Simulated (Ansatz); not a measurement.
CoMo (rock salt, Fm-3m) at seven volumes, plane-wave PAW r²SCAN (Ansatz code), scaled uniformly. One row is withheld.

| V (Å³/atom) | P (GPa) |
|---|---|
| 12.742 | 26.13 |
| 13.162 | 15.98 |
| 13.582 | 7.34 |
| 14.002 | -0.01 |
| 14.422 | ? |
| 14.842 | -11.53 |
| 15.262 | -15.97 |

Task: Fit the shown pressures and predict the withheld one.

Result: Third-order Birch–Murnaghan: P = (3/2)B₀(x^(7/2) − x^(5/2))[1 + (3/4)(B′ − 4)(x − 1)] with x = (V₀/V)^(2/3). Least squares on the six rows gives V₀ = 14.002 Å³/atom, B₀ = 224.7 GPa, B′ = 4.44. At V = 14.422, x = 0.9805 and P = -6.22 GPa. The run itself gave -6.25 GPa.

The start of the workflow was typed in or built on a structure type; neither database checked (COD, Materials Project) lists it. Its standing as an ambient phase is unchecked. The cell was relaxed with r²SCAN under the symmetry of its start; whether a distortion lowers the energy is not shown. The final state is ferromagnetic, the only order run, not a proven ground state. Its formation energy is positive at this level, so the cell may be metastable or incomplete. Other orbital occupations within this spin state were not tried.

Potentials: the later of the program's two PAW sets.
